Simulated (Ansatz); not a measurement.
**Ionic part of the dielectric constant of BP at 30 GPa, mode by mode**

These are results of Ansatz 0.2.0, DFT LDA, scalar-relativistic, plane waves, PAW, not measurements. Cutoff 420 eV, 12×12×12 k-points (Γ-centred), fixed occupations. No spin polarisation. Phonons by linear response, acoustic sum rule imposed.

Symmetry: F-43m, No. 216, cubic system. Conventional cell: a = 4.295 Å, b = 4.295 Å, c = 4.295 Å, α = 90.00°, β = 90.00°, γ = 90.00°. Around B (site symmetry -43m) lie 4 P at 1.86 Å. P (site symmetry -43m) is surrounded by 4 B at 1.86 Å.

Other phases may be more stable at this pressure. The bands were filled as in an insulator; under compression the gap may have closed between mesh points.

The primitive cell has V = 19.81 Å³ and ε∞,zz = 9.172. Each polar mode adds Δε = (4.92064×10⁷/V)·S/ν² along z, with S its oscillator strength in e²/amu, ν in cm⁻¹ and V in Å³.

Question: From these modes, find each Δε and ε0,zz.
| ν (cm⁻¹) | S_zz (e²/amu) |
| --- | --- |
| 936.8 | 0.1459 |

Answer:
```csv
ν (cm⁻¹),Δε
936.8,0.41
```

The sum is 0.413, so ε0,zz = 9.58; the run's tensor has 9.59.

Question: Where do the longitudinal modes lie for a wave vector along z?

Answer: At 958 cm⁻¹. The Lyddane–Sachs–Teller product Π(ν_LO/ν_TO)² = 1.05 matches ε0/ε∞ = 1.05.

Cost: 1 run of about 0.58 core-minutes, on Intel Xeon Platinum 8488C (Sapphire Rapids) (shared hosts).